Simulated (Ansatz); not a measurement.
Relaxed-ion elastic tensor of KMgH$_{3}$ (cubic perovskite, Pm-3m) in GPa (Voigt order), LDA (plane waves, PAW; program Ansatz); density 1.84 g/cm³, 11.98 Å³ per atom.

|  | 1 | 2 | 3 | 4 | 5 | 6 |
|---|---|---|---|---|---|---|
| 1 | 81.3 | 20.2 | 20.2 | 0.0 | 0.0 | 0.0 |
| 2 | 20.2 | 81.3 | 20.2 | 0.0 | 0.0 | 0.0 |
| 3 | 20.2 | 20.2 | 81.3 | 0.0 | 0.0 | 0.0 |
| 4 | 0.0 | 0.0 | 0.0 | 41.6 | 0.0 | 0.0 |
| 5 | 0.0 | 0.0 | 0.0 | 0.0 | 41.6 | 0.0 |
| 6 | 0.0 | 0.0 | 0.0 | 0.0 | 0.0 | 41.6 |

**Question.** Is the crystal mechanically stable?

**Answer.** Yes: the smallest eigenvalue of C is 41.6 GPa.

**Question.** Work out the Voigt, Reuss and Hill averages.

**Answer.** K_V = 40.6, K_R = 40.6, K_H = 40.6; G_V = 37.2, G_R = 36.3, G_H = 36.7 GPa.

**Question.** Give Young's modulus, Poisson's ratio, Pugh's ratio and the universal anisotropy index.

**Answer.** E = 9KG/(3K + G) = 84.7 GPa; ν = 0.15; K/G = 1.10 (brittle by the Pugh limit of 1.75); A_U = 5G_V/G_R + K_V/K_R − 6 = 0.11.

**Question.** Estimate the sound speeds and the Debye temperature.

**Answer.** v_l = √((K + 4G/3)/ρ) = 6970 m/s, v_t = √(G/ρ) = 4470 m/s, mean 4910 m/s; Θ = (h/k)(3n/4πV)^(1/3) v_m = 638 K.

**Question.** Give the Zener ratio and Young's modulus along [100], [110] and [111].

**Answer.** A = 2C44/(C11 − C12) = 1.36; 1/E = S11 − 2(S11 − S12 − S44/2)Γ with Γ = 0, 1/4, 1/3 gives 73.3, 87.1, 92.9 GPa.

**Question.** Solve the Christoffel equation for the three sound speeds along [100], [110], [111].

**Answer.** Eigenvalues of C_ijkl n_j n_l equal ρv². In km/s, slowest first: [100] 4.75, 4.75, 6.65; [110] 4.07, 4.75, 7.08; [111] 4.31, 4.31, 7.22.

The workflow started from a Materials Project entry (that database holds measured and hypothetical structures alike); the Crystallography Open Database files this formula in space group No. 221, but the cells were not matched. Its standing as an ambient phase is unchecked. The cell was relaxed with LDA under the symmetry of its start; phonons on a q-mesh show no instability.

Potentials: the later of the program's two PAW sets.
